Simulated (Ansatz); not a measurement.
# Elastic constants of TaSi₂: input and output

The calculation used DFT LDA, scalar-relativistic, plane waves, PAW (Ansatz 0.2.0).

Launched with:
```bash
ansatz run input.yaml --threads 4 --pin off --max-ram 12288MiB --backend cpu --events-out ev --progress --plain --runs-dir out
```

Input (bare energies are in eV):
```yaml
crystal:
  lattice:
    - [4.7300777262, 0.0, 0.0]
    - [-2.3650388631, 4.0963674728, 0.0]
    - [0.0, 0.0, 6.5251732889]
  atoms:
    - { symbol: Ta, position: [0.5, 0.0, 0.0] }
    - { symbol: Ta, position: [0.5, 0.5, 0.6666666667] }
    - { symbol: Ta, position: [0.0, 0.5, 0.3333333333] }
    - { symbol: Si, position: [0.1598341593, 0.3196683186, 0.0] }
    - { symbol: Si, position: [0.8401658407, 0.1598341593, 0.6666666667] }
    - { symbol: Si, position: [0.6803316814, 0.8401658407, 0.3333333333] }
    - { symbol: Si, position: [0.8401658407, 0.6803316814, 0.0] }
    - { symbol: Si, position: [0.1598341593, 0.8401658407, 0.6666666667] }
    - { symbol: Si, position: [0.3196683186, 0.1598341593, 0.3333333333] }
basis:
  ecutwfc: 420
kpoints:
  mp_grid: { grid: [12, 12, 6] }
hamiltonian:
  xc: lda
scf:
  occupations: { method: fermi_dirac, width: 0.15 }
output:
  forces: true
  stress: true
  eigenvalues: true
elastic:
  mode: relaxed_ion
  amplitude: 0.005
  stencil: two_point
```

From the output:
```
--- Elastic constants: 3 strain directions × 2 members + reference (group order 12) ---
  dense FFT box of the reference and of every strained cell: 32×32×45
  strains applied: 11, 33, 23; error gains: componentwise 1.00 (the most a stress slope's error grows in a printed constant), spectral 1.41 (1 for all six strains in a standard setting)
  C = ∂σ_k/∂η_j (tension-positive GPa; Voigt order 11 22 33 23 13 12):
       393.096     80.103    101.751      0.000     -0.000     -0.000
        80.103    393.096    101.751      0.000      0.000     -0.000
       101.736    101.736    480.920     -0.000     -0.000     -0.000
         0.000     -0.000      0.000    143.212      0.000      0.000
        -0.000     -0.000     -0.000     -0.000    143.212      0.000
         0.000     -0.000      0.000     -0.000      0.000    156.496
  reference stress σ⁰ (GPa):     -0.002     -0.002      0.006     -0.000     -0.000     -0.000
  C* (energy form; C + prestress term) asymmetry max|C*_kj − C*_jk| = 7.762e-3 GPa — a small one proves nothing (zero by symmetry where the batch's group is 432, −43m or m−3m); a large one is finite-difference/SCF noise where every solve ...
  moduli (Voigt/Reuss/Hill, GPa): K = 203.81/201.22/202.52   G = 154.15/153.11/153.63   E = 367.87   ν = 0.197
  mechanically stable: yes (min eigenvalue of sym C = 143.21 GPa)
  strain η (Voigt 11):  stress-route row diagonal C_11 = 393.10 GPa, energy-path curvature d²(F+E_count+ΔE)/dδ²/Ω₀ = 393.07 GPa
         δ    σ_11 (GPa) F (eV) n_scf n_hpsi n_pw
    -5.000e-3      -2.0052      -32704.9464452       2   58323   2480   relax 5 steps, max|allowed force component| 1.75e-5 eV/Å
     5.000e-3       1.9257      -32704.9465622       2   58271   2510   relax 3 steps, max|allowed force component| 4.53e-5 eV/Å
  strain η (Voigt 33):  stress-route row diagonal C_33 = 480.92 GPa, energy-path curvature d²(F+E_count+ΔE)/dδ²/Ω₀ = 480.87 GPa
         δ    σ_33 (GPa) F (eV) n_scf n_hpsi n_pw
    -5.000e-3      -2.4488      -32704.9455804       2   25722   2490   relax 3 steps, max|allowed force component| 1.92e-6 eV/Å
     5.000e-3       2.3604      -32704.9456769       2   25695   2514   relax 3 steps, max|allowed force component| 4.93e-7 eV/Å
  strain η (Voigt 23):  stress-route row diagonal C_44 = 143.21 GPa, energy-path curvature d²(F+E_count+ΔE)/dδ²/Ω₀ = 143.22 GPa
         δ    σ_23 (GPa) F (eV) n_scf n_hpsi n_pw
    -5.000e-3      -0.7161      -32704.9489663       2   81976   2490   relax 6 steps, max|allowed force component| 2.91e-5 eV/Å
     5.000e-3       0.7161      -32704.9489663       2   82125   2490   relax 4 steps, max|allowed force component| 1.17e-5 eV/Å
```

The run took 18 min on 4 threads of Intel(R) Xeon(R) Processor @ 2.50GHz (Skylake/Cascade Lake) (shared host), peak memory 1.3 GiB.

In a metal, frequencies and elastic constants depend on the k mesh and the smearing, soft modes and shear constants most. Spin–orbit coupling is left out, which can shift energies with elements as heavy as these.